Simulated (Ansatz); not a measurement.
In2Se3:
```xyz
5
Lattice="-3.9600 0.0000 0.0000 -0.0028 -0.0044 -9.6159 -1.9798 -3.4297 0.0000" Properties=species:S:1:pos:R:3 pbc="T T T"
In    -3.9601    -2.2868    -1.8610
In    -1.9825    -1.1474    -7.7549
Se     0.0000     0.0000     0.0000
Se    -3.9625    -2.2907    -6.4295
Se    -1.9801    -1.1434    -3.1864
```

Relaxed with r²SCAN+D4. Independent-particle spectrum: no excitons, no local fields, no scissors shift; 0.1 eV broadening; ε₁ of the summed bands alone.

Tabulate the dielectric function from DFT-r²SCAN+D4 in the program Ansatz with PAW potentials.



```csv
E (eV),ε₁ xx,ε₂ xx,ε₁ zz,ε₂ zz
0.0,9.66,0.00,9.31,0.00
0.4,9.84,0.00,9.46,0.00
0.8,10.89,0.21,10.20,0.06
1.2,10.13,1.82,10.11,1.19
1.6,10.32,0.93,11.22,1.19
2.0,11.98,1.30,12.07,2.40
2.4,13.59,3.12,13.32,4.64
2.8,14.61,7.37,12.13,8.22
3.2,11.52,11.14,10.70,13.17
3.6,8.75,11.86,4.60,9.87
4.0,3.99,10.53,3.73,8.30
4.4,9.70,11.84,4.48,8.54
4.8,2.44,13.69,3.96,8.80
5.2,-1.20,12.24,3.15,7.08
5.6,-1.85,7.25,5.06,10.23
6.0,-1.29,7.35,-0.63,7.99
6.4,-1.54,5.81,-0.10,8.32
6.8,0.04,5.69,-0.56,6.62
7.2,-1.27,6.73,-2.15,6.03
7.6,-1.64,4.68,-1.69,5.33
8.0,-0.57,5.70,-2.03,4.39
8.4,-2.06,4.88,-1.96,3.26
8.8,-2.67,4.05,-1.09,2.76
9.2,-2.48,2.91,-0.66,2.87
9.6,-2.19,2.40,-0.82,3.72
10.0,-1.80,2.06,-1.83,2.91
10.4,-1.66,1.75,-1.41,2.25
10.8,-1.31,1.66,-1.32,2.52
11.2,-1.30,1.49,-1.65,1.85
11.6,-1.18,1.28,-1.54,1.52
12.0,-0.97,1.15,-1.22,1.16
```

From ε at 2.8 eV (xx: 14.61 + 7.37i), find n, k, the normal reflectivity and the absorption coefficient.

n = 3.94, k = 0.936, R = 38 %, α = 2kE/ħc = 270000 cm⁻¹.

With all bands, ε∞ without local fields is 9.78 (xx = yy), 9.43 (zz).

Space group P-3m1 (La2O3 or Ni2Al3 type). The first step of the workflow began from a Materials Project structure, measured or hypothetical; the Crystallography Open Database copy checked does not list it. COD files the formula under space group No. 160, 166, 169, 170. Whether it is the stable phase at ambient conditions was not checked. The cell was relaxed with r²SCAN+D4 under the symmetry of its start; its stability against distortions is not shown here. Spin–orbit coupling is left out wherever it is not named.

Potentials: the earlier of the program's two PAW sets. The files were generated under PBE; for other functionals the program regenerates the frozen cores, and for LDA and PBEsol the local potential too.
